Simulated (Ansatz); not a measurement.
TiSi (CsCl type, Pm-3m) at seven volumes, plane-wave PAW PBEsol (Ansatz code), scaled uniformly. One row is withheld.

| V (Å³/atom) | P (GPa) |
|---|---|
| 13.275 | 15.79 |
| 13.712 | 9.71 |
| 14.150 | ? |
| 14.588 | 0.00 |
| 15.025 | -3.73 |
| 15.463 | -6.98 |
| 15.900 | -9.83 |

**Question.** Fit the shown pressures and predict the withheld one.

**Answer.** Third-order Birch–Murnaghan: P = (3/2)B₀(x^(7/2) − x^(5/2))[1 + (3/4)(B′ − 4)(x − 1)] with x = (V₀/V)^(2/3). Least squares on the six rows gives V₀ = 14.593 Å³/atom, B₀ = 136.7 GPa, B′ = 4.20. At V = 14.150, x = 1.0208 and P = 4.50 GPa. The run itself gave 4.46 GPa.

A made-up cell: these elements were put on the sites of a structure type; neither database checked (COD, Materials Project) lists it. COD files the formula under space group No. 25. Its standing as an ambient phase is unchecked. Symmetry was held in the PBEsol relaxation. At this level the phase is mechanically unstable. No spin polarisation was allowed.

Potentials: the earlier of the program's two PAW sets. The files were generated under PBE; for other functionals the program regenerates the frozen cores, and for LDA and PBEsol the local potential too.
